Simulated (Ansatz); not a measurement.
## AlGa2N3 (I-4m2) at 2 levels of theory

One geometry, relaxed with PBE; plane waves with PAW potentials in Ansatz, scalar-relativistic. No spin polarisation. Gaps are the least over mesh and band path; pressure is positive in compression.

```
Al Ga N
1.0
    -1.59232    1.59232    6.73581
     1.59232   -1.59232    6.73581
     1.59232    1.59232   -6.73581
Al Ga N
1 2 3
Direct
  0.50000 0.50000 0.00000
  0.83539 0.83539 0.00000
  0.16461 0.16461 0.00000
  0.42152 0.92152 0.50000
  0.07848 0.57848 0.50000
  0.75000 0.25000 0.50000
```

```csv
level,cutoff (eV),k mesh,gap (eV),pressure (GPa)
PBE,420,12×12×12,2.24,0.0
```

Question: What comes out on the same cell with PBEsol?

Answer:
```csv
level,cutoff (eV),k mesh,gap (eV),pressure (GPa)
PBEsol,420,12×12×12,2.19,-5.1
```

The structure comes from a generated guess; another structure or a mixture of phases may lie lower.
